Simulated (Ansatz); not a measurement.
MoSe (CsCl type, space group No. 221) at seven volumes, PBE (plane waves, PAW; program Ansatz), scaled uniformly. One row is withheld.

```csv
V (Å³/atom),P (GPa)
14.166,21.55
14.633,13.08
15.100,?
15.567,0.00
16.034,-5.00
16.501,-9.21
16.969,-12.72
```

Fit the shown pressures and predict the withheld one.

Third-order Birch–Murnaghan: P = (3/2)B₀(x^(7/2) − x^(5/2))[1 + (3/4)(B′ − 4)(x − 1)] with x = (V₀/V)^(2/3). Least squares on the six rows gives V₀ = 15.567 Å³/atom, B₀ = 181.8 GPa, B′ = 4.84. At V = 15.100, x = 1.0205 and P = 5.96 GPa. The run itself gave 5.96 GPa.

Space group Pm-3m (CsCl type). A made-up cell: these elements were put on the sites of a structure type; neither database checked (COD, Materials Project) lists it. Whether it is the stable phase at ambient conditions was not checked. Symmetry was held in the PBE relaxation; whether a distortion lowers the energy is not shown. No spin polarisation was allowed.

Potentials: the earlier of the program's two PAW sets.
